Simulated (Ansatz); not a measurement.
Several occupations of a bcc lattice at one composition, 10 Ta, 6 W. Sites, in fractions of the cell 6.539 0.000 0.000; 0.000 6.539 0.000; 0.000 0.000 6.539 Å:

| cell | sites |
| --- | --- |
| all | Ta (0.00 0.00 0.50), Ta (0.25 0.25 0.75), Ta (0.50 0.00 0.00), Ta (0.50 0.00 0.50), Ta (0.50 0.50 0.50) |
| 1 | Ta (0.00 0.00 0.00), Ta (0.25 0.25 0.25), Ta (0.75 0.25 0.25), Ta (0.75 0.25 0.75), Ta (0.75 0.75 0.75), W (0.00 0.50 0.00), W (0.00 0.50 0.50), W (0.25 0.75 0.25), W (0.25 0.75 0.75), W (0.50 0.50 0.00), W (0.75 0.75 0.25) |
| 2 | Ta (0.00 0.00 0.00), Ta (0.00 0.50 0.00), Ta (0.00 0.50 0.50), Ta (0.25 0.75 0.75), Ta (0.50 0.50 0.00), W (0.25 0.25 0.25), W (0.25 0.75 0.25), W (0.75 0.25 0.25), W (0.75 0.25 0.75), W (0.75 0.75 0.25), W (0.75 0.75 0.75) |
| 3 | Ta (0.25 0.75 0.25), Ta (0.50 0.50 0.00), Ta (0.75 0.25 0.75), Ta (0.75 0.75 0.25), Ta (0.75 0.75 0.75), W (0.00 0.00 0.00), W (0.00 0.50 0.00), W (0.00 0.50 0.50), W (0.25 0.25 0.25), W (0.25 0.75 0.75), W (0.75 0.25 0.25) |

Each was relaxed without symmetry on coarser meshes and computed once more. Level of theory: DFT PBE, scalar-relativistic, plane waves, PAW in Ansatz 0.2.0.

Settings: cutoff 420 eV, Γ-centred mesh 5×5×5 on the computed 16-atom cell, Gaussian smearing of 0.10 eV; no spin polarisation.

Warren–Cowley parameters of the first shell of the sublattice with most elements (negative: unlike neighbours preferred):
| cell | Ta-W |
| --- | --- |
| 1 | 0.00 |
| 2 | -0.60 |
| 3 | 0.00 |

Forces of up to 0.07 eV/Å remain on the final mesh.

Which occupation is lowest in energy, and by how much?

Cell 2.
| cell | E − E(lowest) (meV/atom) | V (Å³/atom) |
| --- | --- | --- |
| 2 | 0.0 | 17.38 |
| 1 | 10.7 | 17.37 |
| 3 | 15.8 | 17.37 |

The final mesh leaves forces up to 0.07 eV/Å and stresses up to 0.9 GPa: the relaxation ran on a coarser mesh, so the cell's shape, its bonds and its energy belong partly to that mesh.

Spin–orbit coupling is left out, which can shift energies with elements as heavy as these.

Cost: 6 runs of about 23 core-minutes in all (earlier runs that led there not counted), on Intel Xeon Platinum 8259CL (Skylake/Cascade Lake) (shared hosts).